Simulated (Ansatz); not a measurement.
Sc (hcp, Mg type)

```xyz
2
Lattice="3.3194 0.0000 0.0000 -1.6597 2.8747 0.0000 0.0000 0.0000 5.1664" Properties=species:S:1:pos:R:3 pbc="T T T"
Sc     0.0000     1.9165     3.8748
Sc     1.6597     0.9582     1.2916
```

The slice is a (0001) plane (indices of the conventional cell) through the point (0.667, 0.333, 0.250) (fractional), spanned by u = [110] and v = [1 -1 0] in vectors of this cell: u (3.32 Å) and v (5.75 Å, at 90° to u). It covers one period; positions are fractions (u, v).

All values below come from PBE (plane waves to 420 eV, PAW, scalar-relativistic; Ansatz, a program for electronic structure). k mesh 16×16×9. These are valence fields of a PAW run, semicore shells included where kept as valence: close to a nucleus they are smooth pseudo fields. Sc is run without spin polarisation. Sc was relaxed with its symmetry unable to fall.

Three fields on this plane, each scaled to ten steps between its own extremes (0 low, 9 high; the total valence density on a logarithmic scale, the potential cut 8 eV below its top; x marks points blanked near nuclei; v = 0 in the bottom row):

Map A
```
|xxxxx0477740xxxx|
|xxxxx0578750xxxx|
|xxxx036888630xxx|
|xxx01578987510xx|
|0002578999875200|
|4456778888877654|
|7777777777777777|
|9988764434467889|
|9987520000025789|
|998520xxxxx02589|
|98630xxxxxxx0368|
|8750xxxxxxxxx057|
|8740xxxxxxxxx047|
|7630xxxxxxxxx036|
|7740xxxxxxxxx047|
|8750xxxxxxxxx057|
|88630xxxxxxx0368|
|987510xxxxx01578|
|9987520000025789|
|8887765444567788|
|7777777777777777|
|3446788999887644|
|0002578999875200|
|xxx02589998520xx|
|xxxx036898630xxx|
|xxxxx0578750xxxx|
|xxxxx0478740xxxx|
|xxxxx0367630xxxx|
```

Map B
```
|xxxxx8210128xxxx|
|xxxxx5100015xxxx|
|xxxx930000039xxx|
|xxx94100000149xx|
|9964200000002469|
|4432100000001234|
|3221100000001122|
|2222112222211222|
|2222346898643222|
|222359xxxxx95322|
|22359xxxxxxx9532|
|2237xxxxxxxxx732|
|1238xxxxxxxxx832|
|1139xxxxxxxxx931|
|0128xxxxxxxxx821|
|0015xxxxxxxxx510|
|00039xxxxxxx9300|
|000149xxxxx94100|
|0000246999642000|
|0000123444321000|
|0000112232211000|
|2221122222221122|
|9864322222223468|
|xxx95322222359xx|
|xxxx953222359xxx|
|xxxxx7322237xxxx|
|xxxxx8321238xxxx|
|xxxxx9311139xxxx|
```

Map C
```
|xxxxx0012100xxxx|
|xxxxx0012100xxxx|
|xxxx100232001xxx|
|xxx10013431001xx|
|1100012444210001|
|0011123333321110|
|4443321111123344|
|8874200000002478|
|9973100010001379|
|985101xxxxx10158|
|86301xxxxxxx1036|
|6410xxxxxxxxx014|
|4200xxxxxxxxx002|
|3101xxxxxxxxx101|
|2100xxxxxxxxx001|
|2100xxxxxxxxx001|
|32001xxxxxxx1002|
|431001xxxxx10013|
|4421000111000124|
|3332111000111233|
|1112334444433211|
|0000247888742000|
|1000137999731000|
|xxx10158985101xx|
|xxxx103686301xxx|
|xxxxx0146410xxxx|
|xxxxx0024200xxxx|
|xxxxx1013101xxxx|
```

### Question
Assign the maps to these fields: electron localisation function (ELF); valence electron density; electrostatic potential energy of an electron, from the cell's mean.

### Answer
A is the electrostatic potential energy of an electron, from the cell's mean; B is the valence electron density; C is the electron localisation function (ELF).
